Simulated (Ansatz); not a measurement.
MoS$_{2}$ in space group R3m (No. 160; Mo on 3a, S on 3a, S on 3a), r²SCAN+D4 (plane waves, PAW; program Ansatz), all energies at zero smearing, with the estimated change up to a 700 eV cutoff added, with one set of potentials and settings (totals compare only within such a set). Cell of 3 atoms (1 Mo, 2 S): -6782.615 eV.

```csv
element,reference phase,E (eV/atom)
Mo,"Im-3m, 1 atoms in the cell",-4967.7974
S,"P2/c, 32 atoms in the cell",-905.9104
```

Formation energy per atom, worked out: (-6782.615 − 1×(-4967.7974) − 2×(-905.9104))/3 = -0.999 eV/atom (-96 kJ per mol of atoms), at 0 K, without zero-point energy or fitted corrections.

Symmetry was held in the r²SCAN+D4 relaxation. No spin polarisation was allowed. The references are the lowest solids computed at this level, not always the standard phases.

Potentials: the later of the program's two PAW sets.
